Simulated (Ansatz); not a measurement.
TaN, DFT, LDA, all-electron PAW with datasets made for the crystal, scalar-relativistic (Ansatz 0.2.0), run on 2 threads of Arm Neoverse V1 on a shared host.

The geometry is COD entry 1539256, unchecked; take it as a test cell. The listed cell was then made from it by scaling, straining or moving an atom.

Command: `ansatz run input.yaml --threads 2 --pin off --max-ram 8192MiB --backend cpu --events-out ev --progress --plain --runs-dir out`

```yaml
crystal:
  lattice:
    - [5.1331492632, 0.0, 0.0]
    - [-2.5665746316, 4.4454376634, 0.0]
    - [0.0, 0.0, 2.908]
  atoms:
    - { symbol: Ta, position: [0.0, 0.0, 0.0] }
    - { symbol: Ta, position: [0.3333333333, 0.6666666667, 0.5] }
    - { symbol: Ta, position: [0.6666666667, 0.3333333333, 0.5] }
    - { symbol: "N", position: [0.5, 0.0, 0.0] }
    - { symbol: "N", position: [0.5, 0.5, 0.0] }
    - { symbol: "N", position: [0.0, 0.5, 0.0] }
kpoints:
  mp_grid: { grid: [5, 5, 8] }
scf:
  occupations: { method: fermi_dirac, width: 0.03 }
hamiltonian:
  xc: lda
  pseudopotentials: { kind: all_electron, datasets: crystal }
output:
  forces: true
  stress: true
  eigenvalues: true
  efg: { contact_densities: true }
```

**Question.** How large is the problem that the program sets up?

**Answer.** 25 irreducible k-points, 1715 plane waves at Γ, 64 bands.

**Question.** About how long does it take, and how much memory does it use?

**Answer.** 23 s of wall time for 10 SCF iterations, with a peak of 0.97 GiB. Times on shared machines scatter by tens of per cent.

**Question.** And the same cell and mesh by frozen-core PAW, asked for forces, stress, eigenvalues, efg, on the same hardware?

**Answer.** 3.2 s, peak memory 0.4 GiB.
